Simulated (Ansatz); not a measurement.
**Data sheet: Zr2Ir (DFT)**

Zr2Ir:
Space group I4/mcm (No. 140); a = b = 6.4632 Å, c = 5.6483 Å, α = β = γ = 90.00°

```
atom  site  symmetry       x       y       z
----  ----  --------  ------  ------  ------
Zr      8h      m.2m  0.3307  0.1693  0.0000
Ir      4a       422  0.0000  0.0000  0.2500
```
(The calculation used a cell of 6 atoms; values per cell refer to that cell.)

Space group I4/mcm (No. 140); conventional cell a = b = 6.463 Å, c = 5.648 Å, α = β = γ = 90.00°.

Method: plane-wave PAW PBEsol (Ansatz code). Geometry: relaxed at this level of theory. Other levels are named where they apply.

Cell and energy:

```
Quantity                                                      Result
-----------------------------------------------------  -------------
Volume per atom                                             19.66 Å³
Density                                                  10.55 g/cm³
Formation energy from the elements (no fitted shifts)  -0.66 eV/atom
```

Electronic structure:

```
Item                                                                       Result
------------------------------------  -------------------------------------------
Electronic character                                            metallic (no gap)
Density of states at the Fermi level  1.3 states/eV per atom (mean over ±0.08 eV)
```

Mechanics:

```
Property                             Result
----------------------------------  -------
Bulk modulus (Birch–Murnaghan fit)  141 GPa
Pressure derivative B′                  4.0
```

Phonons:

```
Property                                        Value
-----------------------------  ----------------------
Highest zone-centre frequency                206 cm⁻¹
Zone-centre stability          no imaginary mode at Γ
```

The first step of the workflow began from a Materials Project structure, measured or hypothetical; the Crystallography Open Database copy checked does not list it. Whether it is the stable phase at ambient conditions was not checked. Symmetry was held in the PBEsol relaxation. The run is not spin-polarised. As this level gives no gap, phonon frequencies hold no LO–TO term and depend on the k-mesh and smearing (Fermi–Dirac, 0.1 eV here). Axis ratios of metals converge slowly with the k-mesh, so a and c are less sure than the volume. The references are the lowest solids computed at this level, not always the standard phases. Spin–orbit coupling is left out wherever it is not named.

Potentials: the later of the program's two PAW sets.
